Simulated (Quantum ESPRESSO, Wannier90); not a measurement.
## Tight-binding from DFT: TlBr (rock salt)

Cell from Materials Project (mp-568560), symmetrised, no further relaxation. Not found in the COD (Crystallography Open Database) copy used, which has the formula in other groups; not checked further. Method: PBEsol plane waves in Quantum ESPRESSO 7.5 (PseudoDojo norm-conserving files, 50 Ry, spinors with spin-orbit coupling), Bloch states on a 8×8×8 mesh through Γ, Wannier90 4.0.1. Density: 8×8×8 mesh, cold smearing 0.01 Ry.

On the energy scale of pw.x, whose zero is arbitrary, the valence-band maximum lies at 3.70 eV.

Input w.win:

```
num_bands = 10
num_wann = 10
exclude_bands = 3-12,21-40
spinors = true
num_iter = 800
conv_tol = 1.0e-6
conv_window = 4
write_hr = true
write_u_matrices = true
auto_projections = true
begin unit_cell_cart
ang
    0.0000000000    3.3420400000    3.3420400000
    3.3420400000    0.0000000000    3.3420400000
    3.3420400000    3.3420400000    0.0000000000
end unit_cell_cart
begin atoms_frac
Tl   0.0000000000  0.0000000000  0.0000000000
Br   0.5000000000  0.5000000000  0.5000000000
end atoms_frac
mp_grid = 8 8 8
begin kpoints
0.0000000000 0.0000000000 0.0000000000
0.0000000000 0.0000000000 0.1250000000
0.0000000000 0.0000000000 0.2500000000
... (509 more lines: the 8x8x8 mesh through Gamma)
end kpoints
```

Input of pw2wannier90.x that gives the overlap and projection files (equivalent; here they were cut from one run over all bands):

```
&inputpp
  outdir = './out'
  prefix = 'pwscf'
  seedname = 'w'
  write_amn = .true.
  write_mmn = .true.
  scdm_proj = .true.
  scdm_entanglement = 'isolated'
/
```

Output w.wout (banner and timings cut):

```
                                    ------
                                    SYSTEM
                                    ------

                              Lattice Vectors (Ang)
                    a_1     0.000000   3.342040   3.342040
                    a_2     3.342040   0.000000   3.342040
                    a_3     3.342040   3.342040   0.000000

                   Unit Cell Volume:      74.65604  (Ang^3)

                        Reciprocal-Space Vectors (Ang^-1)
                    b_1    -0.940022   0.940022   0.940022
                    b_2     0.940022  -0.940022   0.940022
                    b_3     0.940022   0.940022  -0.940022

 *----------------------------------------------------------------------------*
 |   Site       Fractional Coordinate          Cartesian Coordinate (Ang)     |
 +----------------------------------------------------------------------------+
 | tl   1   0.00000   0.00000   0.00000   |    0.00000   0.00000   0.00000    |
 | br   1   0.50000   0.50000   0.50000   |    3.34204   3.34204   3.34204    |
 *----------------------------------------------------------------------------*
                                ------------
                                K-POINT GRID
                                ------------

             Grid size =  8 x  8 x  8      Total points =  512

 *---------------------------------- MAIN ------------------------------------*
 |  Number of Wannier Functions               :                10             |
 |  Number of Objective Wannier Functions     :                10             |
 |  Number of input Bloch states              :                10             |
 |  Output verbosity (1=low, 5=high)          :                 1             |
 |  Timing Level (1=low, 5=high)              :                 1             |
 |  Optimisation (0=memory, 3=speed)          :                 3             |
 |  Length Unit                               :               Ang             |
 |  Post-processing setup (write *.nnkp)      :                 F             |
 |  Using Gamma-only branch of algorithms     :                 F             |
 *----------------------------------------------------------------------------*
 *------------------------------- WANNIERISE ---------------------------------*
 |  Total number of iterations                :               800             |
 |  Number of CG steps before reset           :                 5             |
 |  Trial step length for line search         :             2.000             |
 |  Convergence tolerence                     :         0.100E-05             |
 |  Convergence window                        :                 4             |
 |  Iterations between writing output         :                 1             |
 |  Iterations between backing up to disk     :               100             |
 |  Write r^2_nm to file                      :                 F             |
 |  Write xyz WF centres to file              :                 F             |
 |  Write on-site energies <0n|H|0n> to file  :                 F             |
 |  Use guiding centre to control phases      :                 F             |
 |  Use phases for initial projections        :                 F             |
 *----------------------------------------------------------------------------*
 *-------------------------------- PLOTTING ----------------------------------*
 |  Plotting Hamiltonian in WF basis          :                 T             |
 *----------------------------------------------------------------------------*

 *---------------------------------- K-MESH ----------------------------------*
 +----------------------------------------------------------------------------+
 |                    Distance to Nearest-Neighbour Shells                    |
 |                    ------------------------------------                    |
 |          Shell             Distance (Ang^-1)          Multiplicity         |
 |          -----             -----------------          ------------         |
 |             1                   0.203521                      8            |
 |             2                   0.235006                      6            |
 |             3                   0.332348                     12            |
 |             4                   0.389713                     24            |
 |             5                   0.407042                      8            |
 |             6                   0.470011                      6            |
 |             7                   0.512183                     24            |
 |             8                   0.525489                     24            |
       ... (lines left out)
 +----------------------------------------------------------------------------+
 | The b-vectors are chosen automatically                                     |
 | The following shells are used:                       1                     |
 +----------------------------------------------------------------------------+
 |                        Shell   # Nearest-Neighbours                        |
 |                        -----   --------------------                        |
 |                          1               8                                 |
 +----------------------------------------------------------------------------+
 | Completeness relation is fully satisfied [Eq. (B1), PRB 56, 12847 (1997)]  |
 +----------------------------------------------------------------------------+
 |                  b_k Vectors (Ang^-1) and Weights (Ang^2)                  |
 |                  ----------------------------------------                  |
 |            No.         b_k(x)      b_k(y)      b_k(z)        w_b           |
 |            ---        --------------------------------     --------        |
 |             1         0.117503    0.117503   -0.117503     9.053438        |
 |             2         0.117503   -0.117503    0.117503     9.053438        |
 |             3        -0.117503    0.117503    0.117503     9.053438        |
 |             4         0.117503    0.117503    0.117503     9.053438        |
 |             5        -0.117503   -0.117503    0.117503     9.053438        |
 |             6        -0.117503    0.117503   -0.117503     9.053438        |
 |             7         0.117503   -0.117503   -0.117503     9.053438        |
 |             8        -0.117503   -0.117503   -0.117503     9.053438        |
 +----------------------------------------------------------------------------+
 |                           b_k Directions (Ang^-1)                          |
 |                           -----------------------                          |
 |            No.           x           y           z                         |
 |            ---        --------------------------------                     |
 |             1         0.117503    0.117503   -0.117503                     |
 |             2         0.117503   -0.117503    0.117503                     |
 |             3        -0.117503    0.117503    0.117503                     |
 |             4         0.117503    0.117503    0.117503                     |
 +----------------------------------------------------------------------------+

 Starting a new Wannier90 calculation ...

 Reading overlaps from w.mmn

 Reading projections from w.amn

 *------------------------------- WANNIERISE ---------------------------------*
 +--------------------------------------------------------------------+<-- CONV
 | Iter  Delta Spread     RMS Gradient      Spread (Ang^2)            |<-- CONV
 +--------------------------------------------------------------------+<-- CONV

 ------------------------------------------------------------------------------
 Initial State
  WF centre and spread    1  ( -2.904634,  0.089345,  0.129854 )     3.13157429
  WF centre and spread    2  ( -0.144607,  0.100349,  2.902738 )     3.05275488
  WF centre and spread    3  (  3.014645,  0.121766,  0.311077 )     2.67647524
  WF centre and spread    4  ( -0.015661,  2.997373, -0.012092 )     4.13374715
  WF centre and spread    5  (  0.013644, -0.435768, -0.915242 )    15.68012569
  WF centre and spread    6  (  0.219733,  0.694357,  0.436346 )    17.16100379
  WF centre and spread    7  ( -0.327754,  0.530837, -0.618592 )    12.35625593
  WF centre and spread    8  ( -0.627994, -0.148114,  0.484138 )    17.42129565
  WF centre and spread    9  ( -0.182474,  0.192712,  0.241429 )    29.08623631
  WF centre and spread   10  (  0.364980, -2.130182, -0.060689 )   138.38622931
  Sum of centres and spreads ( -0.590122,  2.012675,  2.898968 )   243.08569822

      0     0.243E+03     0.0000000000      243.0856982193  <-- CONV
        O_D=    126.3369194 O_OD=     99.9748921 O_TOT=    243.0856982 <-- SPRD
 ------------------------------------------------------------------------------
      1    -0.849E+01    12.5585015509      234.5999195467  <-- CONV
        O_D=    118.2101573 O_OD=     99.6158755 O_TOT=    234.5999195 <-- SPRD
      2    -0.329E+02     9.5803009363      201.7447220837  <-- CONV
        O_D=     87.5313027 O_OD=     97.4395326 O_TOT=    201.7447221 <-- SPRD
      3    -0.233E+02     6.1301706749      178.4277549129  <-- CONV
        O_D=     65.7482902 O_OD=     95.9055780 O_TOT=    178.4277549 <-- SPRD
      4    -0.164E+01     6.6518726739      176.7915047270  <-- CONV
        O_D=     64.2091233 O_OD=     95.8084947 O_TOT=    176.7915047 <-- SPRD
      5    -0.106E+02     5.0122106424      166.2023904558  <-- CONV
        O_D=     55.1637021 O_OD=     94.2648016 O_TOT=    166.2023905 <-- SPRD
       ... (lines left out)
    100    -0.390E-02     0.0426774038       18.9130978142  <-- CONV
        O_D=      0.0032497 O_OD=      2.1359614 O_TOT=     18.9130978 <-- SPRD
       ... (lines left out)
    200    -0.588E-03     0.0180670875       18.7420790282  <-- CONV
        O_D=      0.0017440 O_OD=      1.9664483 O_TOT=     18.7420790 <-- SPRD
       ... (lines left out)
    300    -0.351E-04     0.0046765266       18.7225594491  <-- CONV
        O_D=      0.0016083 O_OD=      1.9470644 O_TOT=     18.7225594 <-- SPRD
       ... (lines left out)
    400    -0.344E-05     0.0013277117       18.7213535589  <-- CONV
        O_D=      0.0016043 O_OD=      1.9458625 O_TOT=     18.7213536 <-- SPRD
       ... (lines left out)
    495    -0.824E-06     0.0006903729       18.7211715264  <-- CONV
        O_D=      0.0016043 O_OD=      1.9456805 O_TOT=     18.7211715 <-- SPRD
    496    -0.943E-06     0.0006664621       18.7211705832  <-- CONV
        O_D=      0.0016045 O_OD=      1.9456793 O_TOT=     18.7211706 <-- SPRD
    497    -0.891E-06     0.0010458842       18.7211696919  <-- CONV
        O_D=      0.0016043 O_OD=      1.9456787 O_TOT=     18.7211697 <-- SPRD
             <<<     Delta < 1.000E-06  over  4 iterations     >>>
             <<< Wannierisation convergence criteria satisfied >>>
 Final State
  WF centre and spread    1  ( -2.909364,  0.149867,  0.113905 )     1.76941427
  WF centre and spread    2  ( -0.110181,  0.151483,  2.908991 )     1.76849992
  WF centre and spread    3  (  3.029264,  0.171018,  0.310996 )     1.76794793
  WF centre and spread    4  ( -0.010664,  2.871461,  0.009112 )     1.77154513
  WF centre and spread    5  ( -0.000038,  0.000047,  0.000075 )     2.28250078
  WF centre and spread    6  (  3.017386, -0.294657,  0.177517 )     1.76783400
  WF centre and spread    7  ( -0.000030, -0.000017,  0.000033 )     2.28261728
  WF centre and spread    8  ( -2.940926, -0.041316,  0.245849 )     1.76888958
  WF centre and spread    9  ( -0.157714,  0.443315,  3.371412 )     1.76919170
  WF centre and spread   10  (  0.080683, -3.450535, -0.451285 )     1.77272910
  Sum of centres and spreads ( -0.001584,  0.000667,  6.686607 )    18.72116969

         Spreads (Ang^2)       Omega I      =    16.773886765
        ================       Omega D      =     0.001604274
                               Omega OD     =     1.945678652
    Final Spread (Ang^2)       Omega Total  =    18.721169692
```
